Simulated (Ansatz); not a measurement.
Computed with DFT, PBE, plane waves (420 eV) with PAW, scalar-relativistic (Ansatz).

An element in the dhcp structure gives this curve. The cell is scaled uniformly from the relaxed one, with fractional coordinates and shape fixed. Energies are extrapolated to zero smearing, pressures are those at the given smearing. Magnetic state: spin not included.

```json
{"V (Å³/atom)": "27.476", "E − E₀ (meV/atom)": "49.6", "P (GPa)": "4.89"}
{"V (Å³/atom)": "28.725", "E − E₀ (meV/atom)": "20.2", "P (GPa)": "2.85"}
{"V (Å³/atom)": "29.974", "E − E₀ (meV/atom)": "4.7", "P (GPa)": "1.28"}
{"V (Å³/atom)": "31.223", "E − E₀ (meV/atom)": "0.0", "P (GPa)": "0.06"}
{"V (Å³/atom)": "32.472", "E − E₀ (meV/atom)": "3.7", "P (GPa)": "-0.89"}
{"V (Å³/atom)": "33.721", "E − E₀ (meV/atom)": "14.0", "P (GPa)": "-1.62"}
{"V (Å³/atom)": "34.969", "E − E₀ (meV/atom)": "29.3", "P (GPa)": "-2.18"}
```

(1) Which element is it?
A. thallium
B. tin
C. indium
D. sodium

Results:

(1) A. Its fit is V₀ = 31.24 Å³/atom, B₀ = 27 GPa, B₀′ = 5.3.
